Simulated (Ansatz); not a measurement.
Q: Name crystals whose computed values (plane-wave PAW LDA (Ansatz code)) fall in these windows: B₀ by P(V) fit (GPa) 10 to 12; highest Γ mode, no LO–TO term (cm⁻¹) 1100 to 1400; gap (eV) 7.9 to 11.

A: 

```json
[
 {"crystal": "CF4, C2/c (F on 8f, C on 4e, F on 8f)", "B₀ by P(V) fit (GPa)": "11.1", "highest Γ mode, no LO–TO term (cm⁻¹)": "1289", "gap (eV)": "9.50"}
]
```
Others may fit too.

Gas or liquid at ambient conditions: CF4, C2/c (F on 8f, C on 4e, F on 8f). Weakly bound layers, chains or molecules computed without a dispersion correction, so cells and soft constants are ill determined: CF4, C2/c (F on 8f, C on 4e, F on 8f). The cell was relaxed under the symmetry of its start.

Potentials: the later of the program's two PAW sets.
